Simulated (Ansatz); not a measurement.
## Computed properties of Ta2O5

Ta$_{2}$O$_{5}$:
```yaml
crystal:
  lattice:
    - [6.40993, 2.43270, 0.00000]
    - [-6.40993, 2.43270, 0.00000]
    - [-1.32028, 0.00000, 5.37223]
  atoms:
    - { symbol: Ta, position: [0.38665, 0.10610, 0.76606] }
    - { symbol: Ta, position: [0.10610, 0.38665, 0.73394] }
    - { symbol: Ta, position: [0.61335, 0.89390, 0.23394] }
    - { symbol: Ta, position: [0.89390, 0.61335, 0.26606] }
    - { symbol: O, position: [0.44456, 0.66505, 0.52483] }
    - { symbol: O, position: [0.66505, 0.44456, 0.97517] }
    - { symbol: O, position: [0.55544, 0.33495, 0.47517] }
    - { symbol: O, position: [0.33495, 0.55544, 0.02483] }
    - { symbol: O, position: [0.72447, 0.13429, 0.87243] }
    - { symbol: O, position: [0.13429, 0.72447, 0.62757] }
    - { symbol: O, position: [0.27553, 0.86571, 0.12757] }
    - { symbol: O, position: [0.86571, 0.27553, 0.37243] }
    - { symbol: O, position: [0.10312, 0.10312, 0.75000] }
    - { symbol: O, position: [0.89688, 0.89688, 0.25000] }
```

Space group C2/c (No. 15); conventional cell a = 12.8199 Å, b = 4.8654 Å, c = 5.5321 Å, α = γ = 90.00°, β = 103.81°.

Method: the program Ansatz at the r²SCAN level (PAW). Structure relaxed to zero pressure with the same functional. Other levels are named where they apply.

### Cell and energy

* **Volume per atom**: 11.97 Å³
* **Density**: 8.76 g/cm³
* **Formation energy from the elements (no fitted shifts)**: -3.07 eV/atom

### Electronic structure

* **Band gap**: 3.68 eV (indirect)
* **Valence-band maximum**: at Γ
* **Conduction-band minimum**: off the standard path, at k = (0.146, 0.292, 0.073) in fractions of the reciprocal vectors
* **Smallest direct gap on the standard path**: 3.88 eV
* **Electron effective mass**: 1.5, 1.7, 4.0 mₑ (principal values)
* **Electron effective mass with spin–orbit coupling**: 1.6, 2.1, 7.2 mₑ (principal values)
* **Hole effective mass**: 2.1, 4.7, 17 mₑ (principal values)
* **Hole effective mass with spin–orbit coupling**: 2.1, 4.8, 17 mₑ (principal values)
* **HSE06 gap on the r²SCAN cell**: 4.73 eV
* **Gap with spin–orbit coupling**: 3.64 eV

### Mechanics

- Bulk modulus (Birch–Murnaghan fit) = 133 GPa
- Pressure derivative B′ = 3.3

### Charges

* **Bader charges**: Ta +3.05, O -1.30 to -1.16 e

The start of the workflow was typed in or built on a structure type; neither database checked (COD, Materials Project) lists it. COD files the formula under space group No. 49. Its standing as an ambient phase is unchecked. Symmetry was held in the r²SCAN relaxation; whether a distortion lowers the energy is not shown. The run is not spin-polarised. The references are the lowest solids computed at this level, not always the standard phases (solids in place of the gases). Scalar-relativistic: spin–orbit coupling is off unless named, which matters more the heavier the elements.

Potentials: the earlier of the program's two PAW sets. The files were generated under PBE; for other functionals the program regenerates the frozen cores, and for LDA and PBEsol the local potential too.
